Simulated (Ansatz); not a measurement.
This guess for ScAl2Sb2As is about to be relaxed.

```
Sc Al Sb As
1.0
     3.25105   -5.48883    0.00000
     3.25105    5.48883    0.00000
     0.00000    0.00000    3.47566
Sc Al Sb As
1 2 2 1
Direct
  0.00000 0.00000 0.00000
  0.50000 0.00000 0.50000
  0.00000 0.50000 0.50000
  0.67171 0.32829 0.00000
  0.32829 0.67171 0.00000
  0.50000 0.50000 0.50000
```

Theory: DFT PBE, scalar-relativistic, plane waves, PAW in Ansatz. Cutoff 420 eV, Gaussian smearing, Γ-centred meshes. Cell and atoms relax first on a coarse mesh and then on a finer one. In between, the cell is made exact in the group found at 0.06 Å. In metals the finer mesh still leaves noise of several meV/atom or more. The steps can't lower the symmetry of their start. No spin polarisation in the relaxation; trial moments died out in a coarse test.

A guess keeps its type if space group and coordination stay and the shape of the cell changes little (axis ratios within about 15 %, angles within 6°); the volume may change.

Question: Will the relaxed cell still be of the starting type?

Answer: It doesn't keep its type. The symmetry stays Cmmm (No. 65). The volume per atom grows by 25.8 %, from 20.7 to 26.0 Å³. The shortest distance goes from 2.53 Å (Al–Sb) to 2.81 Å (Sc–Sb). Counting neighbours within 15 % of an atom's shortest distance, the start has Al 4, As 4, Sb 6, Sc 20 and the end Al 6, As 8, Sb 7, Sc 2. In detail, at the end around Sc lie 2 Sb at 2.81 Å; Al has 4 Sb at 2.86 Å and 2 As at 3.12 Å; Sb has 1 Sc at 2.81 Å, 4 Al at 2.86 Å and 2 As at 2.89 Å; As has 4 Sb at 2.89 Å and 4 Al at 3.12 Å.

```yaml
crystal:
  lattice:
    - [3.91986, -4.84615, 0.00000]
    - [3.91986, 4.84615, 0.00000]
    - [0.00000, 0.00000, 4.10729]
  atoms:
    - { symbol: Sc, position: [0.00000, 0.00000, 0.00000] }
    - { symbol: Al, position: [0.50000, 0.00000, 0.50000] }
    - { symbol: Al, position: [0.00000, 0.50000, 0.50000] }
    - { symbol: Sb, position: [0.71025, 0.28975, 0.00000] }
    - { symbol: Sb, position: [0.28975, 0.71025, 0.00000] }
    - { symbol: As, position: [0.50000, 0.50000, 0.50000] }
```

The last run used a 6×6×10 mesh (in the run's order of axes) for its 6-atom cell and Gaussian smearing of 0.10 eV. These runs have no spin–orbit coupling, which can matter for Sb. A structure relaxed within its symmetry needn't be a true minimum. Another cell of ScAl2Sb2As relaxed alike, in P-3m1, lies 0.38 eV/atom lower, so this cell isn't the stable form at this level.
